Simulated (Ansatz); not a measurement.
MoP in space group P-6m2 (No. 187; Mo on 1a, P on 1f) at seven volumes, the program Ansatz at the PBEsol level (PAW), shape and atoms relaxed at each. One row is withheld.

```csv
V (Å³/atom),P (GPa)
12.857,?
13.281,16.50
13.705,7.59
14.129,0.00
14.553,-6.47
14.977,-11.98
15.401,-16.65
```

Fit the shown pressures and predict the withheld one.

P = (3/2)B₀(x^(7/2) − x^(5/2))[1 + (3/4)(B′ − 4)(x − 1)] with x = (V₀/V)^(2/3). Least squares on the six rows gives V₀ = 14.129 Å³/atom, B₀ = 233 GPa, B′ = 4.36. At V = 12.857, x = 1.0649 and P = 27.02 GPa. The run itself gave 26.94 GPa.

The cell was relaxed with PBEsol under the symmetry of its start. No spin polarisation was allowed.

Potentials: the later of the program's two PAW sets.
